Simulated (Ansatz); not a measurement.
**RbCaH3: moving Rb off its site**

RbCaH3, Pm-3m, a = 4.547 Å (as given, not relaxed at this level: -2.4 GPa). The structure is a COD entry; whether it is the stable form wasn't checked. Ansatz: LDA, PAW, 420 eV, Γ-centred 6×6×6 mesh on 5 atoms, Gaussian smearing 0.05 eV; no spin polarisation.

```
CELL_PARAMETERS angstrom
4.54700 0.00000 0.00000
0.00000 4.54700 0.00000
0.00000 0.00000 4.54700
ATOMIC_POSITIONS crystal
Rb 0.00000 0.00000 0.00000
Ca 0.50000 0.50000 0.50000
H 0.00000 0.50000 0.50000
H 0.50000 0.00000 0.50000
H 0.50000 0.50000 0.00000
```

Atom 1 (Rb) moves by x along the unit vector (0.577, 0.577, 0.577), with its periodic images; all else is held. y is the free energy of the cell over the start, F the force along the path summed over the moved atoms. Symmetry makes y even in x.

| x (Å) | y (meV) | F (eV/Å) |
| --- | --- | --- |
| -0.1000 | 4.16 | 0.08 |
| -0.0500 | 1.03 | 0.04 |
| 0.0000 | 0.00 | 0.00 |
| 0.0125 | 0.06 | -0.01 |
| 0.0250 | 0.26 | -0.02 |
| 0.0375 | 0.58 | -0.03 |
| 0.0625 | 1.62 | -0.05 |
| 0.0750 | 2.33 | -0.06 |
| 0.0875 | ? | ? |

Problem. Fit y = c2 x² + c4 x⁴ to the energies of the other rows, give the force constant, and predict energy and force of the missing row.

Solution. Least squares on the rows shown. y = 412.4 x² + 364.1 x⁴. The force constant is 2 c2 = 0.825 eV/Å², for the cell as given, at -2.4 GPa (for all images moving together, not for a lone atom). The force −dy/dx at the missing row is -0.07 eV/Å (computed -0.07). At x = 0.0875 the fit asked for gives 3.18 meV. The run gave 3.18 meV, the same to the digits shown.